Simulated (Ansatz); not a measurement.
C:
```cif
data_C4
_chemical_formula_sum 'C4'
_space_group_name_H-M_alt 'P63/mmc'
_space_group_IT_number 194
_space_group_name_Hall '-P 6c 2c'
_cell_length_a 2.45298
_cell_length_b 2.45298
_cell_length_c 6.76657
_cell_angle_alpha 90.000
_cell_angle_beta 90.000
_cell_angle_gamma 120.000
loop_
_atom_site_label
_atom_site_type_symbol
_atom_site_symmetry_multiplicity
_atom_site_Wyckoff_symbol
_atom_site_fract_x
_atom_site_fract_y
_atom_site_fract_z
_atom_site_occupancy
C1 C 2 b 0.00000 0.00000 0.25000 1
C2 C 2 c 0.33333 0.66667 0.25000 1
```

Relaxed with r²SCAN+D4.

Problem. Decompose the optical modes at the zone centre into irreducible representations, and say which are infrared and Raman allowed.

Solution. Point group 6/mmm: Γ_opt = A2u + 2B1g + E1u + 2E2g. Infrared: A2u, E1u. Raman: E2g.

Problem. Assign frequencies (DFPT, r²SCAN+D4 in the plane-wave PAW code Ansatz).

Solution. E2g 41, B1g 127, B1g 886, A2u 890, E2g 1598, E1u 1607 cm⁻¹.

Subscripts of B labels follow the axes of the standard setting.

Space group P6_3/mmc (graphite). The r²SCAN+D4 relaxation kept the symmetry of its start; of distortions, only those at the zone centre were tested. As this level gives no gap, phonon frequencies hold no LO–TO term and depend on the k-mesh and smearing (Fermi–Dirac, 0.1 eV here).

Potentials: the earlier of the program's two PAW sets.
